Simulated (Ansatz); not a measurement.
Sr(GaH)$_{2}$ (space group P-3m1)

```
Sr(GaH)2
1.0
    4.35174     0.00000     0.00000
   -2.17587     3.76872     0.00000
    0.00000     0.00000     4.57473
Sr Ga H
1 2 2
Cartesian
  0.00000   0.00000   0.00000
  0.00000   2.51248   2.12972
  2.17587   1.25624   2.44501
  0.00000   2.51248   0.43609
  2.17587   1.25624   4.13864
```

The slice is a (-1 1 0 2) plane (indices of the conventional cell) through the point (0.667, 0.333, 0.905) (fractional), spanned by u = [110] and v = [1 -1 1] in vectors of this cell: u (4.35 Å) and v (8.82 Å, at 90° to u). It covers one period; positions are fractions (u, v).

Level of theory: PBEsol (plane waves to 420 eV, PAW, scalar-relativistic; Ansatz, a first-principles code). k mesh 9×9×7. Inside the PAW spheres the values are not all-electron values, and peaks at nuclei hang on which shells count as valence. Sr(GaH)2 was relaxed with its symmetry unable to fall.

Q: Predict the map of the valence electron density on the slice.

A: 
```
|554422111122332211112244|
|332211112233443322111122|
|111111001133443311001111|
|111100001122222211000011|
|111111000000000000001111|
|332222110000000000112222|
|554433221100000011223344|
|997744332222222222334477|
|997744333333333333334477|
|665544334455665544334455|
|333333334466886644333333|
|222222224455775544222222|
|000011112244444422111100|
|000000111122222211110000|
|111100000011111100000011|
|333311000011111100001133|
|554422110011111100112244|
|554422111122332211112244|
|333311112244554422111133|
|111100002244664422000011|
|000000001133443311000000|
|221100000011111100000011|
|443322000000000000002233|
|775522000011111100002255|
```
Scale: ten equal steps from -1.20 (start of '0') to 0.88 (end of '9'), in the order '0123456789'. Values: log₁₀ of the valence density in e/Å³. The map has 12 points along u (two characters each, u = 0 at the left) and 24 along v (v = 0 in the bottom row). The scale is logarithmic, as a density can span decades between atoms and voids.
